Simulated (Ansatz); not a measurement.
Relaxed-ion elastic tensor of SiMo₂C in space group P6_3/mmc (No. 194; Si on 2d, Mo on 4f, C on 2a) in GPa (Voigt order), r²SCAN in the plane-wave PAW code Ansatz; density 7.52 g/cm³, 12.81 Å³ per atom.

```tsv
	1	2	3	4	5	6
1	320	155	211	0.0	0.0	0.0
2	155	320	211	0.0	0.0	0.0
3	211	211	348	0.0	0.0	0.0
4	0.0	0.0	0.0	142	0.0	0.0
5	0.0	0.0	0.0	0.0	142	0.0
6	0.0	0.0	0.0	0.0	0.0	82.3
```

Is the crystal mechanically stable?

Yes: the smallest eigenvalue of C is 82.3 GPa.

Work out the Voigt, Reuss and Hill averages.

K_V = 238, K_R = 233, K_H = 236; G_V = 101, G_R = 87.5, G_H = 94.1 GPa.

Give Young's modulus, Poisson's ratio, Pugh's ratio and the universal anisotropy index.

E = 9KG/(3K + G) = 249 GPa; ν = 0.32; K/G = 2.50 (ductile by the Pugh limit of 1.75); A_U = 5G_V/G_R + K_V/K_R − 6 = 0.78.

Estimate the sound speeds and the Debye temperature.

v_l = √((K + 4G/3)/ρ) = 6930 m/s, v_t = √(G/ρ) = 3540 m/s, mean 3960 m/s; Θ = (h/k)(3n/4πV)^(1/3) v_m = 504 K.

Solve the Christoffel equation for the three sound speeds along x, y, z.

Eigenvalues of C_ijkl n_j n_l equal ρv². In km/s, slowest first: x 3.31, 4.35, 6.52; y 3.31, 4.35, 6.52; z 4.35, 4.35, 6.80.

How much does each axis shrink under pressure?

Linear compressibilities β_i = Σ_j S_ij (j = 1 to 3): x 1.8, y 1.8, z 0.68 per TPa.

The start of the workflow was typed in or built on a structure type; neither database checked (COD, Materials Project) lists it. Its standing as an ambient phase is unchecked. Symmetry was held in the r²SCAN relaxation; whether a distortion lowers the energy is not shown. No spin polarisation was allowed. As this level gives no gap, shear constants depend on the k-mesh and smearing (Fermi–Dirac, 0.1 eV here).

Potentials: the earlier of the program's two PAW sets.
